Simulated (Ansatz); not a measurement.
Cu (fcc (Cu type)), relaxed with PBE (Ansatz, an electronic-structure program, plane waves, PAW): a = b = c = 3.6288 Å, α = β = γ = 90.00°.

Question: The same phase is relaxed and computed with r²SCAN+D4 in the same code. What is the cell now?

Answer: a = b = c = 3.560 Å, α = β = γ = 90.00°.

All cells were relaxed under the symmetry of their starts (and spin orders); stability against distortions was not tested throughout. Rows with no word on spin ran without spin polarisation.

Potentials: the later of the program's two PAW sets.

Ansatz is a plane-wave DFT program.
